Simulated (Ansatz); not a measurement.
Clean, relaxed (001) surface of Cu, space group P6_3/mmc (No. 194) (top face towards +c; atoms held fixed, by place in the list: 1, 2):

```yaml
crystal:
  lattice:
    - [2.53050, 0.00000, 0.00000]
    - [-1.26525, 2.19148, 0.00000]
    - [0.00000, 0.00000, 23.19478]
  atoms:
    - { symbol: Cu, position: [0.66667, 0.33333, 0.36646] }
    - { symbol: Cu, position: [0.33333, 0.66667, 0.45549] }
    - { symbol: Cu, position: [0.66667, 0.33333, 0.54373] }
    - { symbol: Cu, position: [0.33333, 0.66667, 0.63180] }
```

These are results of DFT r2SCAN, scalar-relativistic, plane waves, PAW in Ansatz, not measurements. Cutoff 500 eV; k points 12×12×1 on the computed 4-atom cell (Γ-centred); Gaussian smearing, width 0.10 eV; no spin polarisation. The cell repeats along c with a dipole correction in the vacuum.

F (atom) is put at the bridge (Cu-Cu) at (0.83, 0.67) site, one adsorbate per 5.5 Å², and relaxed. The adsorption energy is E(slab + adsorbate) − E(slab) − E(free adsorbate, spin-polarised where open-shell). Heights count from the highest slab atom after relaxation. Bonded neighbours lie within 1.25 times the sum of covalent radii (1.35 for H) and, on that scale, within 12 % of the closest. With the adsorbate the cell is lengthened along c to keep the vacuum.

(1) How strongly does it bind, and where does its anchoring atom end?

(2) How high does its anchoring atom sit over the highest slab atom, and what is the shortest contact with the surface?

(3) The clean face has a work function of 4.84 eV. How does the adsorbate change it?

Each end is the local minimum or symmetric point that its start leads to. This isn't the usual crystal structure of Cu. The slab is only 6.2 Å thick, so the energies aren't converged with thickness.

For at least one of the starts the bottom face's work function also shifts by over 0.1 eV: the slab is too thin to screen the adsorbate, so the work functions aren't converged with thickness.

Spin polarisation was left out, and a magnetic state may lie lower.

Answers

(1) -3.13 eV; at (0.00, 0.99), 3 bonded neighbours (Cu).

(2) 1.31 Å; F–Cu 1.96 Å.

(3) By +4.37 eV.